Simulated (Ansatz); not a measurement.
Rh (fcc (Cu type)), relaxed and computed with several functionals in Ansatz (plane waves, PAW). Much of their spread follows the volume that each gives.

```json
[
 {"functional": "r²SCAN", "V (Å³/atom)": "13.72", "B₀ by P(V) fit (GPa)": "282"},
 {"functional": "r²SCAN+D4", "V (Å³/atom)": "13.59", "B₀ by P(V) fit (GPa)": "?"},
 {"functional": "LDA", "V (Å³/atom)": "13.22", "B₀ by P(V) fit (GPa)": "317"},
 {"functional": "PBE+D3(BJ)", "V (Å³/atom)": "13.65", "B₀ by P(V) fit (GPa)": "281"}
]
```

Task: Fit a straight line to ln B₀ against ln V and predict the withheld value.

Result: Least squares on the 3 shown rows: ln B₀ = -3.37 × ln V + (14.458), with a scatter of 0.9 %. For r²SCAN+D4 this gives 288. The run itself gave 292, a miss of 1.4 % of that.

All cells were relaxed under the symmetry of their starts (and spin orders); stability against distortions was not tested throughout. Rows with no word on spin ran without spin polarisation. Spin–orbit coupling is left out wherever it is not named.

Potentials: the later of the program's two PAW sets.

Ansatz (a program for electronic structure) is a plane-wave DFT program.
